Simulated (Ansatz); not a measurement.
KF:
```cif
data_FK
_chemical_formula_sum 'K1 F1'
_space_group_name_H-M_alt 'P 1'
_space_group_IT_number 1
_cell_length_a 3.83299
_cell_length_b 3.83299
_cell_length_c 3.83299
_cell_angle_alpha 60.000
_cell_angle_beta 60.000
_cell_angle_gamma 60.000
loop_
_space_group_symop_operation_xyz
  'x, y, z'
loop_
_atom_site_label
_atom_site_type_symbol
_atom_site_fract_x
_atom_site_fract_y
_atom_site_fract_z
_atom_site_occupancy
K1 K 0.00000 0.00000 0.00000 1
F1 F 0.50000 0.50000 0.50000 1
```

Relaxed with PBE.

Problem. Decompose the optical modes at the zone centre into irreducible representations, and say which are infrared and Raman allowed.

Solution. Point group m-3m: Γ_opt = T1u. Infrared: T1u. Raman: none.

Problem. Assign frequencies (DFPT, PBE in the plane-wave PAW code Ansatz; without the LO–TO term).

Solution. T1u 165 cm⁻¹.

Space group Fm-3m (rock salt). The cell was relaxed with PBE under the symmetry of its start; phonons on a q-mesh show no instability.

Potentials: the later of the program's two PAW sets.
